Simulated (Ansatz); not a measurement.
## SrC2: two-dimensional strain map

All numbers below come from DFT LDA, scalar-relativistic, plane waves, PAW (Ansatz 0.2.0). Settings: plane waves to 420 eV, k-mesh 9×9×9 (Γ-centred), Gaussian smearing 0.05 eV. No spin polarisation. Energies are free energies at this smearing, counted from the undisturbed cell; pressure is positive in compression.

Zero of the scan (as given, not relaxed at this level; it stands at -5.8 GPa, and it needn't be the usual structure):

```yaml
crystal:
  lattice:
    - [2.51733, 1.45338, 2.30666]
    - [-2.51733, 1.45338, 2.30666]
    - [0.00000, -2.90676, 2.30666]
  atoms:
    - { symbol: Sr, position: [0.00000, 0.00000, 0.00000] }
    - { symbol: C, position: [0.59156, 0.59156, 0.59156] }
    - { symbol: C, position: [0.40844, 0.40844, 0.40844] }
```

The cell is strained by p along both x and y and by q along z, fractional coordinates fixed. Points are written (p, q).

Energy above the undisturbed cell in meV/atom (a dash: not computed):

```csv
p \ q,-0.080,-0.040,0.000,0.040,0.080
-0.080,174.0,26.9,-7.6,36.4,133.2
-0.040,134.8,-2.3,-26.4,28.2,135.8
0.000,142.7,14.7,0.0,64.1,181.2
0.040,181.1,61.5,55.4,128.3,254.1
0.080,238.6,126.8,128.7,209.6,343.4
```

Pressure in GPa:

| p \ q | -0.080 | -0.040 | 0.000 | 0.040 | 0.080 |
| --- | --- | --- | --- | --- | --- |
| -0.080 | 26.9 | 13.2 | 3.2 | -3.9 | -8.9 |
| -0.040 | 19.0 | 6.6 | -2.3 | -8.6 | -13.0 |
| 0.000 | 13.5 | 2.3 | -5.8 | -11.4 | -15.3 |
| 0.040 | 9.8 | -0.5 | -7.8 | -13.0 | -16.5 |
| 0.080 | 7.3 | -2.2 | -9.0 | -13.7 | -16.8 |

Gap on the k-mesh in eV:

| p \ q | -0.080 | -0.040 | 0.000 | 0.040 | 0.080 |
| --- | --- | --- | --- | --- | --- |
| -0.080 | 0.91 | 1.07 | 1.12 | 1.11 | 1.06 |
| -0.040 | 1.21 | 1.36 | 1.41 | 1.40 | 1.35 |
| 0.000 | 1.47 | 1.61 | 1.65 | 1.63 | 1.58 |
| 0.040 | 1.69 | 1.81 | 1.85 | 1.83 | 1.77 |
| 0.080 | 1.88 | 1.99 | 2.02 | 2.00 | 1.93 |